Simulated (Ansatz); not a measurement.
## Surface calculation: hcp Hf (10-10), 4 layers

The slab is cut from the hcp crystal, the stable phase, as relaxed on PAW files (22.53 Å³/atom), with 16 Å of vacuum and a dipole correction:

```xyz
4
Lattice="3.2032 0.0000 0.0000 0.0000 5.0702 0.0000 0.0000 0.0000 19.6987" Properties=species:S:1:pos:R:3 pbc="T T T"
Hf    0.0000    3.8027    8.0000
Hf    1.6016    1.2676    8.9247
Hf    1.6016    3.8027   10.7740
Hf    0.0000    1.2676   11.6987
```

All numbers are PBE results (scalar-relativistic) from Ansatz 0.2.0, with a Γ-centred 13×8×1 k mesh, Fermi–Dirac smearing of 0.05 eV, no spin polarisation. Methods: LAPW: all electrons, basis error target 1 meV/atom; PAW: frozen-core files, cutoff 420 eV.

The bulk energy comes from a cell in the slab's orientation on a 13×8×8 mesh. The surface energy is (E(slab) − N·E(bulk))/2A at zero smearing, the mean of both faces; thin slabs carry quantum-size effects.

Spin–orbit coupling is left out, which matters for the heavy atoms.

**Question.** As cut, the LAPW slab lies 3.943 eV above 4 atoms of bulk. What surface energy is that?

**Answer.** Over two faces of 16.24 Å² it is 121.4 meV/Å², and times 16.02 J/m² per eV/Å² that gives γ = 1.945 J/m².

```json
{"method": "LAPW", "γ as cut (J/m²)": "1.945", "γ relaxed (J/m²)": "?", "Φ as cut (eV)": "?", "Φ relaxed (eV)": "3.95"}
```

**Question.** Fill in "γ relaxed (J/m²)" for the row "LAPW".

**Answer.** 1.869.

**Question.** Give the missing entry: row "LAPW", column "Φ as cut (eV)".

**Answer.** 3.83.

**Question.** How do the spacings between the planes relax?

**Answer.** From the bottom face up: d12 -6.2 % of 0.925 Å, d23 -9.5 % of 1.849 Å, d34 -6.2 % of 0.925 Å.

**Question.** What changes if the vacuum is set to 22 Å?

**Answer.** LAPW then gives: no gap, work function 3.95 eV; PAW: no gap, work function 3.95 eV.

**Question.** A 4f core hole is made on one atom of each kind in every 1×1 cell (PAW hole dataset, neutral cell, valence without spin). What does it cost by layer?

**Answer.** layer 1 15.70 eV, layer 2 15.26 eV. Shifts between layers mean more than the absolute values, and a whole layer of holes screens otherwise than one hole.
